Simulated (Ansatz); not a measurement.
ZrO2 (fluorite), conventional cell a = 5.116 Å, b = 5.116 Å, c = 5.116 Å, α = 90.00°, β = 90.00°, γ = 90.00°. The calculation uses the primitive cell of 3 atoms, to which meshes and values per cell refer.

The relaxed cell is deformed in two ways at once: its volume V is scaled, and at that volume it is stretched along z (the c axis of the conventional cell) so that c/a changes. Fractional atomic positions are held.

Method: PBE (plane waves to 420 eV, PAW, scalar-relativistic; Ansatz, a first-principles code). k mesh 11×11×11 (Γ-centred), Fermi-Dirac smearing 0.05 eV. Stress and pressure are positive under compression. The PAW data are Ansatz's earlier set. This is a high-temperature form of ZrO2. ZrO2 is run without spin polarisation. ZrO2 was relaxed with its symmetry unable to fall.

Changes of σzz (GPa) from the point V/V₀ = 1.000, (c/a)/(c/a)₀ = 1.000 when one coordinate moves alone (two changes are said to add if the coupling is within 5 % of the smaller one, nearly so within 20 %):

```csv
point,change
"V/V₀ = 1.000, (c/a)/(c/a)₀ = 0.960",11.66
"V/V₀ = 1.000, (c/a)/(c/a)₀ = 0.973",7.71
"V/V₀ = 1.000, (c/a)/(c/a)₀ = 0.987",3.82
"V/V₀ = 0.920, (c/a)/(c/a)₀ = 1.000",23.44
"V/V₀ = 0.947, (c/a)/(c/a)₀ = 1.000",14.51
"V/V₀ = 0.973, (c/a)/(c/a)₀ = 1.000",6.75
"V/V₀ = 1.027, (c/a)/(c/a)₀ = 1.000",-5.87
"V/V₀ = 1.053, (c/a)/(c/a)₀ = 1.000",-10.99
"V/V₀ = 1.080, (c/a)/(c/a)₀ = 1.000",-15.43
"V/V₀ = 1.000, (c/a)/(c/a)₀ = 1.013",-3.77
"V/V₀ = 1.000, (c/a)/(c/a)₀ = 1.027",-7.50
"V/V₀ = 1.000, (c/a)/(c/a)₀ = 1.040",-11.18
```

Task: Do the two effects add at V/V₀ = 0.947, (c/a)/(c/a)₀ = 1.013? Give the computed change.

Result: The sum of the single changes is 14.51 + (-3.77) = 10.74; the calculation gives 10.47, so the coupling contributes -0.27 (under 20 % of the smaller single change, nearly additive).

Task: Do the two effects add at V/V₀ = 0.947, (c/a)/(c/a)₀ = 0.960? Give the computed change.

Result: The sum of the single changes is 14.51 + (11.66) = 26.17; the calculation gives 27.04, so the coupling contributes 0.87 (under 20 % of the smaller single change, nearly additive).

Task: Do the two effects add at V/V₀ = 0.920, (c/a)/(c/a)₀ = 1.040? Give the computed change.

Result: The sum of the single changes is 23.44 + (-11.18) = 12.26; the calculation gives 11.02, so the coupling contributes -1.24 (under 20 % of the smaller single change, nearly additive).

(A scan under strain: stresses follow from slopes of the energy per volume, elastic moduli from its curvatures.)
